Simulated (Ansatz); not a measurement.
BN:
Space group P4₂/mnm (No. 136); a = b = 4.4018 Å, c = 2.5381 Å, α = β = γ = 90.00°

| atom | site | symmetry | x | y | z |
|---|---|---|---|---|---|
| B | 4f | m.2m | 0.3258 | 0.3258 | 0.0000 |
| N | 4g | m.2m | 0.1877 | 0.1877 | 0.5000 |

Relaxed with r²SCAN. Plane-wave PAW r²SCAN (Ansatz code) gives a gap of 5.30 eV.

Question: What gap does HSE06 give on the same cell (Ansatz, PAW)?

Answer: 6.11 eV, 0.80 eV more. The hybrid was solved on a coarser mesh and at special points; the gap given is the minimum over both.

```tsv
k	v1 r²SCAN	c1 r²SCAN	v1 HSE06	c1 HSE06
Γ	-0.04	7.68	[?]	[?]
Z	-3.59	7.11	[?]	[?]
M	-2.64	8.20	[?]	[?]
A	-2.65	6.84	[?]	[?]
R	-2.35	7.45	-2.46	8.34
X	-1.35	8.66	-1.40	9.55
```

Question: Top valence (v1) and lowest conduction level (c1) in eV from each method's valence maximum (which need not be a listed point): supply the withheld HSE06 values.

Answer: 
- Γ, v1 HSE06: -0.04
- Γ, c1 HSE06: 8.59
- Z, v1 HSE06: -3.76
- Z, c1 HSE06: 7.95
- M, v1 HSE06: -2.76
- M, c1 HSE06: 9.07
- A, v1 HSE06: -2.78
- A, c1 HSE06: 7.72

Cost on shared cores: the r²SCAN run (SCF on a 6×6×11 mesh, then bands and DOS) very roughly 50 core-seconds, the HSE06 run (SCF on 4×4×6, then a few points) about 110 core-seconds (a rough figure); the tasks are unlike.

Space group P4_2/mnm. The workflow started from a Materials Project entry (that database holds measured and hypothetical structures alike); the Crystallography Open Database copy checked does not list it. It is not the phase usual at ambient conditions (space group No. 186, 194, 216). The r²SCAN relaxation kept the symmetry of its start; whether a distortion lowers the energy is not shown.

Potentials: the earlier of the program's two PAW sets.
